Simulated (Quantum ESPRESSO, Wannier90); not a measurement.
Tight-binding from DFT: LiTaF$_{6}$ (R-3)

Cell from Materials Project (mp-1080679), symmetrised, no further relaxation. Not found in the COD (Crystallography Open Database) copy used; not checked further. Method: PBEsol plane waves in Quantum ESPRESSO 7.5 (PseudoDojo norm-conserving files, 68 Ry, no spin polarisation, no spin-orbit coupling), Bloch states on a 4×4×4 mesh through Γ, Wannier90 4.0.1. Density: 8×8×8 mesh, cold smearing 0.01 Ry. Spin-orbit coupling is left out although heavy elements are present.

On the energy scale of pw.x, whose zero is arbitrary, the valence-band maximum lies at 0.23 eV.

Input w.win:

```
num_bands = 1
num_wann = 1
exclude_bands = 2-51
num_iter = 1000
conv_tol = 1.0e-6
conv_window = 4
write_hr = true
write_u_matrices = true
auto_projections = true
begin unit_cell_cart
ang
   -2.5846700518    4.4767798505    0.0000000000
   -5.1693401036    0.0000000000    0.0000000000
   -2.5846700518    1.4922599502    4.5260000000
end unit_cell_cart
begin atoms_frac
Li   0.5000000000  0.5000000000  0.5000000000
Ta   0.0000000000  0.0000000000  0.0000000000
F   -0.3503300000 -0.1390300000  0.2439730000
F    0.3503300000  0.1390300000 -0.2439730000
F   -0.1390300000  0.2453870000  0.2439730000
F    0.1390300000 -0.2453870000 -0.2439730000
F    0.2453870000 -0.3503300000  0.2439730000
F   -0.2453870000  0.3503300000 -0.2439730000
end atoms_frac
mp_grid = 4 4 4
begin kpoints
0.0000000000 0.0000000000 0.0000000000
0.0000000000 0.0000000000 0.2500000000
0.0000000000 0.0000000000 0.5000000000
... (61 more lines: the 4x4x4 mesh through Gamma)
end kpoints
```

Input of pw2wannier90.x that gives the overlap and projection files (equivalent; here they were cut from one run over all bands):

```
&inputpp
  outdir = './out'
  prefix = 'pwscf'
  seedname = 'w'
  write_amn = .true.
  write_mmn = .true.
  atom_proj = .true.
  atom_proj_exclude = 1 2 4 5 6 7 8 9 10 11 12 13 14 15 16 17 18 19 20 21 22 23 24 25 26 27 28 29 30 31 32 33 34 35 36
/
```

Output w.wout (banner and timings cut):

```
                                    ------
                                    SYSTEM
                                    ------

                              Lattice Vectors (Ang)
                    a_1    -2.584670   4.476780   0.000000
                    a_2    -5.169340   0.000000   0.000000
                    a_3    -2.584670   1.492260   4.526000

                   Unit Cell Volume:     104.74068  (Ang^3)

                        Reciprocal-Space Vectors (Ang^-1)
                    b_1     0.000000   1.403506  -0.462747
                    b_2    -1.215471  -0.701753  -0.462747
                    b_3     0.000000   0.000000   1.388242

 *----------------------------------------------------------------------------*
 |   Site       Fractional Coordinate          Cartesian Coordinate (Ang)     |
 +----------------------------------------------------------------------------+
 | li   1   0.50000   0.50000   0.50000   |   -5.16934   2.98452   2.26300    |
 | ta   1   0.00000   0.00000   0.00000   |   -0.00000   0.00000   0.00000    |
 | f    1  -0.35033  -0.13903   0.24397   |    0.99359  -1.20428   1.10422    |
 | f    2   0.35033   0.13903  -0.24397   |   -0.99359   1.20428  -1.10422    |
 | f    3  -0.13903   0.24539   0.24397   |   -1.53973  -0.25834   1.10422    |
 | f    4   0.13903  -0.24539  -0.24397   |    1.53973   0.25834  -1.10422    |
 | f    5   0.24539  -0.35033   0.24397   |    0.54614   1.46261   1.10422    |
 | f    6  -0.24539   0.35033  -0.24397   |   -0.54614  -1.46261  -1.10422    |
 *----------------------------------------------------------------------------*
                                ------------
                                K-POINT GRID
                                ------------

             Grid size =  4 x  4 x  4      Total points =   64

 *---------------------------------- MAIN ------------------------------------*
 |  Number of Wannier Functions               :                 1             |
 |  Number of Objective Wannier Functions     :                 1             |
 |  Number of input Bloch states              :                 1             |
 |  Output verbosity (1=low, 5=high)          :                 1             |
 |  Timing Level (1=low, 5=high)              :                 1             |
 |  Optimisation (0=memory, 3=speed)          :                 3             |
 |  Length Unit                               :               Ang             |
 |  Post-processing setup (write *.nnkp)      :                 F             |
 |  Using Gamma-only branch of algorithms     :                 F             |
 *----------------------------------------------------------------------------*
 *------------------------------- WANNIERISE ---------------------------------*
 |  Total number of iterations                :              1000             |
 |  Number of CG steps before reset           :                 5             |
 |  Trial step length for line search         :             2.000             |
 |  Convergence tolerence                     :         0.100E-05             |
 |  Convergence window                        :                 4             |
 |  Iterations between writing output         :                 1             |
 |  Iterations between backing up to disk     :               100             |
 |  Write r^2_nm to file                      :                 F             |
 |  Write xyz WF centres to file              :                 F             |
 |  Write on-site energies <0n|H|0n> to file  :                 F             |
 |  Use guiding centre to control phases      :                 F             |
 |  Use phases for initial projections        :                 F             |
 *----------------------------------------------------------------------------*
 *-------------------------------- PLOTTING ----------------------------------*
 |  Plotting Hamiltonian in WF basis          :                 T             |
 *----------------------------------------------------------------------------*

 *---------------------------------- K-MESH ----------------------------------*
 +----------------------------------------------------------------------------+
 |                    Distance to Nearest-Neighbour Shells                    |
 |                    ------------------------------------                    |
 |          Shell             Distance (Ang^-1)          Multiplicity         |
 |          -----             -----------------          ------------         |
 |             1                   0.347061                      2            |
 |             2                   0.369456                      6            |
 |             3                   0.420295                      6            |
 |             4                   0.580732                      6            |
 |             5                   0.607736                      6            |
 |             6                   0.676536                      6            |
 |             7                   0.694121                      2            |
 |             8                   0.699853                     12            |
       ... (lines left out)
 +----------------------------------------------------------------------------+
 | The b-vectors are chosen automatically                                     |
 | The following shells are used:                       1,  2                 |
 +----------------------------------------------------------------------------+
 |                        Shell   # Nearest-Neighbours                        |
 |                        -----   --------------------                        |
 |                          1               2                                 |
 |                          2               6                                 |
 +----------------------------------------------------------------------------+
 | Completeness relation is fully satisfied [Eq. (B1), PRB 56, 12847 (1997)]  |
 +----------------------------------------------------------------------------+
 |                  b_k Vectors (Ang^-1) and Weights (Ang^2)                  |
 |                  ----------------------------------------                  |
 |            No.         b_k(x)      b_k(y)      b_k(z)        w_b           |
 |            ---        --------------------------------     --------        |
 |             1         0.000000    0.000000    0.347061     3.248559        |
 |             2         0.000000    0.000000   -0.347061     3.248559        |
 |             3        -0.303868   -0.175438   -0.115687     2.707512        |
 |             4         0.000000    0.350876   -0.115687     2.707512        |
 |             5        -0.303868    0.175438    0.115687     2.707512        |
 |             6         0.303868    0.175438    0.115687     2.707512        |
 |             7         0.000000   -0.350876    0.115687     2.707512        |
 |             8         0.303868   -0.175438   -0.115687     2.707512        |
 +----------------------------------------------------------------------------+
 |                           b_k Directions (Ang^-1)                          |
 |                           -----------------------                          |
 |            No.           x           y           z                         |
 |            ---        --------------------------------                     |
 |             1         0.000000    0.000000    0.347061                     |
 |             2        -0.303868   -0.175438   -0.115687                     |
 |             3         0.000000    0.350876   -0.115687                     |
 |             4        -0.303868    0.175438    0.115687                     |
 +----------------------------------------------------------------------------+

 Starting a new Wannier90 calculation ...

 Reading overlaps from w.mmn

 Reading projections from w.amn

 *------------------------------- WANNIERISE ---------------------------------*
 +--------------------------------------------------------------------+<-- CONV
 | Iter  Delta Spread     RMS Gradient      Spread (Ang^2)            |<-- CONV
 +--------------------------------------------------------------------+<-- CONV

 ------------------------------------------------------------------------------
 Initial State
  WF centre and spread    1  (  0.000000, -0.000000,  0.000000 )     0.36780244
  Sum of centres and spreads (  0.000000, -0.000000,  0.000000 )     0.36780244

      0     0.368E+00     0.0000000000        0.3678024431  <-- CONV
        O_D=      0.0000000 O_OD=      0.0000000 O_TOT=      0.3678024 <-- SPRD
 ------------------------------------------------------------------------------
      1     0.000E+00     0.0000000000        0.3678024431  <-- CONV
        O_D=      0.0000000 O_OD=      0.0000000 O_TOT=      0.3678024 <-- SPRD
      2     0.000E+00     0.0000000000        0.3678024431  <-- CONV
        O_D=      0.0000000 O_OD=      0.0000000 O_TOT=      0.3678024 <-- SPRD
      3     0.000E+00     0.0000000000        0.3678024431  <-- CONV
        O_D=      0.0000000 O_OD=      0.0000000 O_TOT=      0.3678024 <-- SPRD
      4     0.000E+00     0.0000000000        0.3678024431  <-- CONV
        O_D=      0.0000000 O_OD=      0.0000000 O_TOT=      0.3678024 <-- SPRD
             <<<     Delta < 1.000E-06  over  4 iterations     >>>
             <<< Wannierisation convergence criteria satisfied >>>
 Final State
  WF centre and spread    1  (  0.000000, -0.000000,  0.000000 )     0.36780244
  Sum of centres and spreads (  0.000000, -0.000000,  0.000000 )     0.36780244

         Spreads (Ang^2)       Omega I      =     0.367802443
        ================       Omega D      =     0.000000000
                               Omega OD     =     0.000000000
    Final Spread (Ang^2)       Omega Total  =     0.367802443
```
